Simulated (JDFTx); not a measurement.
An input for a modified build of JDFTx (AlH4N2Cl (SMILES [NH2][Al]([NH2])[Cl]), charge 0, multiplicity 1, linear PCM (GLSSA13), carbon disulfide, no salt; bohr, hartree) and the course of its log:

```
lattice \
  28.3458918694 0.0000000000 0.0000000000 \
  0.0000000000 26.4561657448 0.0000000000 \
  0.0000000000 0.0000000000 19.3696927774
coords-type Cartesian
ion Al -0.0001595555 -0.1389284264 0.0001135315 0
ion Cl -0.0004545292 3.6932100002 0.0001245306 0
ion N -2.9203308117 -1.7960674639 0.0000478409 0
ion H -4.6554270019 -0.9972023417 -0.0009905334 0
ion H -3.1051099406 -3.6932100002 0.0009905334 0
ion N 2.9201211685 -1.7959203858 -0.0001040565 0
ion H 3.1041500897 -3.6931865812 -0.0007411267 0
ion H 4.6554270019 -0.9973456751 0.0002596192 0
ion-species pseudo/al_pbe_v1.upf
ion-species pseudo/cl_pbe_v1.4.upf
ion-species pseudo/n_pbe_v1.2.upf
ion-species pseudo/h_pbe_v1.4.upf
core-overlap-check none
elec-cutoff 20 100
elec-ex-corr gga-PBE
symmetries none
elec-n-bands 12
electronic-minimize nIterations 150 energyDiffThreshold 1e-7
fluid LinearPCM
pcm-variant GLSSA13
fluid-solvent CarbonDisulfide
fluid-minimize nIterations 400 knormThreshold 1e-11
wavefunction read s0.wfns 15
dump-name s4.$VAR
dump End State Ecomponents EigStats BandEigs Forces ElecDensity IonicPositions FluidDebug
```

```
[one cycle in 7 is shown, and the last three; fluid-solver lines are left out]
ElecMinimize: Iter:   0  Etot: -39.583402069947503  |grad|_K:  3.168e-05  alpha:  1.000e+00
ElecMinimize: Iter:   7  Etot: -39.584213320889774  |grad|_K:  2.276e-05  alpha:  8.292e-02  linmin:  2.025e-03
ElecMinimize: Iter:  14  Etot: -39.584365582421832  |grad|_K:  1.798e-05  alpha:  5.282e-02  linmin:  4.541e-04
ElecMinimize: Iter:  21  Etot: -39.584431827743373  |grad|_K:  1.372e-05  alpha:  4.500e-02  linmin:  9.154e-04
ElecMinimize: Iter:  28  Etot: -39.584463463294696  |grad|_K:  1.025e-05  alpha:  4.088e-02  linmin:  2.574e-04
ElecMinimize: Iter:  35  Etot: -39.584481179478757  |grad|_K:  7.598e-06  alpha:  3.643e-02  linmin:  3.460e-04
ElecMinimize: Iter:  42  Etot: -39.584490871414047  |grad|_K:  6.389e-06  alpha:  3.877e-02  linmin:  4.843e-05
ElecMinimize: Iter:  49  Etot: -39.584498285018682  |grad|_K:  6.113e-06  alpha:  4.185e-02  linmin:  3.174e-04
ElecMinimize: Iter:  56  Etot: -39.584505103333434  |grad|_K:  9.417e-06  alpha:  1.023e-02  linmin:  1.159e-03
ElecMinimize: Iter:  63  Etot: -39.584509764289962  |grad|_K:  1.068e-05  alpha:  8.131e-03  linmin: -4.849e-04
ElecMinimize: Iter:  70  Etot: -39.584514597242716  |grad|_K:  1.000e-05  alpha:  9.397e-03  linmin: -3.625e-04
ElecMinimize: Iter:  77  Etot: -39.584519662469809  |grad|_K:  1.007e-05  alpha:  8.999e-03  linmin:  3.705e-04
ElecMinimize: Iter:  84  Etot: -39.584524313501774  |grad|_K:  1.153e-05  alpha:  7.829e-03  linmin: -4.473e-05
ElecMinimize: Iter:  91  Etot: -39.584530117952511  |grad|_K:  1.140e-05  alpha:  8.065e-03  linmin: -5.767e-05
ElecMinimize: Iter:  98  Etot: -39.584535541740259  |grad|_K:  1.175e-05  alpha:  8.182e-03  linmin:  1.587e-04
ElecMinimize: Iter: 105  Etot: -39.584540893649645  |grad|_K:  1.252e-05  alpha:  6.187e-03  linmin:  2.320e-04
ElecMinimize: Iter: 112  Etot: -39.584545553697900  |grad|_K:  1.261e-05  alpha:  5.407e-03  linmin:  2.271e-05
ElecMinimize: Iter: 119  Etot: -39.584550209292431  |grad|_K:  1.291e-05  alpha:  5.744e-03  linmin:  2.800e-05
ElecMinimize: Iter: 126  Etot: -39.584555023941647  |grad|_K:  1.304e-05  alpha:  5.288e-03  linmin:  1.899e-04
ElecMinimize: Iter: 133  Etot: -39.584558993180849  |grad|_K:  1.336e-05  alpha:  4.012e-03  linmin:  3.605e-05
ElecMinimize: Iter: 140  Etot: -39.584562543320544  |grad|_K:  1.304e-05  alpha:  3.900e-03  linmin:  2.257e-05
ElecMinimize: Iter: 147  Etot: -39.584566093177052  |grad|_K:  1.372e-05  alpha:  3.825e-03  linmin: -3.796e-06
ElecMinimize: Iter: 148  Etot: -39.584566626221502  |grad|_K:  1.375e-05  alpha:  3.807e-03  linmin:  2.263e-06
ElecMinimize: Iter: 149  Etot: -39.584567159612263  |grad|_K:  1.373e-05  alpha:  3.794e-03  linmin:  1.911e-05
ElecMinimize: Iter: 150  Etot: -39.584567687494776  |grad|_K:  1.368e-05  alpha:  3.764e-03  linmin:  3.069e-05
ElecMinimize: None of the convergence criteria satisfied after 150 iterations.
IonicMinimize: Iter:   0  Etot: -39.584567687494776  |grad|_K:  0.000e+00
IonicMinimize: Converged (|grad|_K<1.000000e-04).
```

This run gave no converged result. The loop ran out of cycles short of its threshold. It has stalled and not diverged: the last ten energies span 5e-06 Ha, so the total is near its end, but levels, forces and the chemical potential aren't shown converged.
